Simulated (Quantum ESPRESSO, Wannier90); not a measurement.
# Wannierisation of MgTe (rock salt)

Cell from Materials Project (mp-1008786), symmetrised, no further relaxation. Not found in the COD (Crystallography Open Database) copy used, which has the formula in other groups; not checked further. Level: PBEsol, no spin polarisation, no spin-orbit coupling; pw.x of Quantum ESPRESSO at 68 Ry with PseudoDojo potentials, 10×10×10 k-points, Wannier90. Density: 10×10×10 mesh, Gaussian smearing 0.01 Ry. Spin-orbit coupling is left out although heavy elements are present.

```
begin unit_cell_cart
ang
    0.0000000000    2.9723950000    2.9723950000
    2.9723950000    0.0000000000    2.9723950000
    2.9723950000    2.9723950000    0.0000000000
end unit_cell_cart
mp_grid = 10 10 10
```

### Question
Which shells of neighbouring k-points and which b-vectors and weights does Wannier90 pick for this cell and mesh?

### Answer
```
 *---------------------------------- K-MESH ----------------------------------*
 +----------------------------------------------------------------------------+
 |                    Distance to Nearest-Neighbour Shells                    |
 |                    ------------------------------------                    |
 |          Shell             Distance (Ang^-1)          Multiplicity         |
 |          -----             -----------------          ------------         |
 |             1                   0.183064                      8            |
 |             2                   0.211385                      6            |
 |             3                   0.298943                     12            |
 |             4                   0.350542                     24            |
 |             5                   0.366129                      8            |
 |             6                   0.422769                      6            |
 |             7                   0.460702                     24            |
 |             8                   0.472670                     24            |
       ... (lines left out)
 +----------------------------------------------------------------------------+
 | The b-vectors are chosen automatically                                     |
 | The following shells are used:                       1                     |
 +----------------------------------------------------------------------------+
 |                        Shell   # Nearest-Neighbours                        |
 |                        -----   --------------------                        |
 |                          1               8                                 |
 +----------------------------------------------------------------------------+
 | Completeness relation is fully satisfied [Eq. (B1), PRB 56, 12847 (1997)]  |
 +----------------------------------------------------------------------------+
 |                  b_k Vectors (Ang^-1) and Weights (Ang^2)                  |
 |                  ----------------------------------------                  |
 |            No.         b_k(x)      b_k(y)      b_k(z)        w_b           |
 |            ---        --------------------------------     --------        |
 |             1         0.105692    0.105692   -0.105692    11.189825        |
 |             2         0.105692   -0.105692    0.105692    11.189825        |
 |             3        -0.105692    0.105692    0.105692    11.189825        |
 |             4         0.105692    0.105692    0.105692    11.189825        |
 |             5        -0.105692   -0.105692    0.105692    11.189825        |
 |             6        -0.105692    0.105692   -0.105692    11.189825        |
 |             7         0.105692   -0.105692   -0.105692    11.189825        |
 |             8        -0.105692   -0.105692   -0.105692    11.189825        |
```
